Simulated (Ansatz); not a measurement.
SiO2:
Space group I-42d (No. 122); a = b = 4.9460 Å, c = 7.3135 Å, α = β = γ = 90.00°

| atom | site | symmetry | x | y | z |
|---|---|---|---|---|---|
| Si | 4a | -4.. | 0.0000 | 0.0000 | 0.0000 |
| O | 8d | .2. | 0.0982 | 0.2500 | 0.1250 |
(The calculation used a cell of 6 atoms; values per cell refer to that cell.)

Relaxed with r²SCAN.

Q: Tabulate the valence density and the electron localisation function along the shortest Si–O contact (1.61 Å), DFT-r²SCAN in the program Ansatz with PAW potentials.

A: 

```csv
distance from Si (Å),density (e/Å³),ELF
0.16,0.07,0.26
0.24,0.10,0.12
0.32,0.17,0.12
0.40,0.26,0.19
0.48,0.40,0.35
0.56,0.56,0.56
0.65,0.76,0.72
0.73,0.99,0.81
0.81,1.27,0.84
0.89,1.61,0.86
0.97,2.08,0.85
1.05,2.75,0.83
1.13,3.61,0.79
1.21,4.58,0.72
1.29,5.54,0.60
1.37,6.39,0.45
1.45,7.07,0.30
```

The density is the valence pseudo-density with augmentation charge, so density and ELF within about 1 Å of a nucleus are not all-electron values.

The first step of the workflow began from a Materials Project structure, measured or hypothetical; the Crystallography Open Database copy checked does not list it. It is not the phase usual at ambient conditions (space group No. 92, 152, 154). Symmetry was held in the r²SCAN relaxation; whether a distortion lowers the energy is not shown.

Potentials: the later of the program's two PAW sets.
